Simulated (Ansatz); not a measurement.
A distorted cell of ScAu (CsCl type):

```
CELL_PARAMETERS angstrom
      6.63958     0.00000     0.00000
      3.31979     3.31979     0.00000
      0.00000     0.00000     3.31979
ATOMIC_POSITIONS crystal
  Sc 0.98193 0.53615 0.50000
  Sc 0.51807 0.46385 0.50000
  Au 0.99786 0.00000 0.00000
  Au 0.50214 0.00000 0.00000
```

The numbers are results of LDA (plane waves to 420 eV, PAW, scalar-relativistic; Ansatz, a first-principles code), not measurements. k mesh 14×14×14 (Γ-centred), Fermi-Dirac smearing 0.05 eV. Stress and pressure are positive under compression. With partly filled bands, energies and forces of such displacements shift with the k mesh and the smearing. ScAu is run without spin polarisation. ScAu was relaxed with its symmetry unable to fall. Spin-orbit coupling is left out, though Au is heavy.

**Question.** What forces act on the atoms (eV/Å, Cartesian)?

**Answer.** 
```csv
atom,Fx,Fy,Fz
Sc1,0.000,-1.045,0.000
Sc2,0.000,1.045,0.000
Au3,0.544,0.000,0.000
Au4,-0.544,0.000,0.000
```

**Question.** What is the stress tensor (GPa)?

**Answer.** 
```
    0.8      0.0      0.0
    0.0      1.5      0.0
    0.0      0.0      0.7
```
The pressure, a third of the trace, is 1.0 GPa.

(A displaced cell: forces are minus the slopes of the energy, force constants its curvatures, and phonons follow from these.)
